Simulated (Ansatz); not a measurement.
**Al2Pt**

```xyz
3
Lattice="0.0000 2.9550 2.9550 2.9550 0.0000 2.9550 2.9550 2.9550 0.0000" Properties=species:S:1:pos:R:3 pbc="T T T"
Al    1.4775    1.4775    1.4775
Al    4.4325    4.4325    4.4325
Pt    0.0000    0.0000    0.0000
```

Atom numbers follow the list: Al1, Al2, Pt3.

Conventional cell: a = 5.910 Å, b = 5.910 Å, c = 5.910 Å, α = 90.00°, β = 90.00°, γ = 90.00°. Around Al (atom 1) lie 4 Pt at 2.56 Å. Pt (atom 3) is surrounded by 8 Al at 2.56 Å.

The cell is COD entry 9009032, as deposited and not checked against the literature; nothing was relaxed.

Spin–orbit coupling is left out, though it moves levels of the heavy atoms by tenths of an eV or more.

All numbers are computed: DFT, PBE, all-electron LAPW, scalar-relativistic (Ansatz 0.2.0); DFT, PBE, PAW with Ansatz's default frozen-core files, scalar-relativistic (Ansatz 0.2.0).

For LAPW: a Γ-centred 12×12×12 k mesh, Fermi–Dirac smearing of 0.08 eV, basis error target 1 meV/atom, no spin polarisation. PAW takes a cutoff of 420 eV at this cell. The Ansatz runs share mesh, smearing and spin set-up. Values come from LAPW unless marked.

```
Pressure at this cell                                                                                                  : 24.8 kbar
Band gap                                                                                                               : none: bands cross the Fermi level, a metal
Density of states at the Fermi level (0.2 eV bin)                                                                      : 1.23 states/eV per cell
Löwdin charges (with 0.16 e of the cell spilling out of the atomic basis, so their sizes and signs hang on that basis) : Al1 -0.04, Pt3 0.24 e
Bader charges (from the PAW run)                                                                                       : Al1 +1.86, Pt3 -3.73 e
Volume per atom                                                                                                        : 17.20 Å³
```
